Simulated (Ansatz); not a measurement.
With r²SCAN in the plane-wave PAW code Ansatz, Nb2AlB2 in the hexagonal phase (P-6m2; Nb on 2h, Al on 1a, B on 1b, B on 1f) relaxes to a = 3.107 Å, c = 7.584 Å. Its formation energy from the elements is -0.67 eV/atom, with no fitted shifts.

Electronic character: metallic (no gap). Gap from r²SCAN with spin–orbit coupling: none (metallic).

An equation-of-state fit gives a bulk modulus of 190 GPa. Bader charges are Nb +0.90, Al -0.24, B -0.79 to -0.77 e.

The start of the workflow was typed in or built on a structure type; neither database checked (COD, Materials Project) lists it. Whether it is the stable phase at ambient conditions was not checked. Symmetry was held in the r²SCAN relaxation; its stability against distortions is not shown here. The run is not spin-polarised. The references are the lowest solids computed at this level, not always the standard phases. Scalar-relativistic: spin–orbit coupling is off unless named, which matters more the heavier the elements.

Potentials: the earlier of the program's two PAW sets. The files were generated under PBE; for other functionals the program regenerates the frozen cores, and for LDA and PBEsol the local potential too.
